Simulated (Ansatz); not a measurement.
An element in the diamond structure gives these cold pressures by all-electron LAPW under PBEsol (Ansatz 0.2.0, scalar-relativistic, no spin polarisation).

```csv
V (Å³/atom),P (GPa)
20.05,-0.03
18.84,6.56
17.64,15.54
16.04,32.8
14.43,59.2
12.83,100.3
11.03,177.0
9.02,336.5
```

Q: Which element is it?

A: Si. Its zero-pressure volume in this structure is near 20.0 Å³/atom; the volume and the steepness of P(V) together point to it, though neighbours can come close. Other candidates weren't computed, and some may come near.
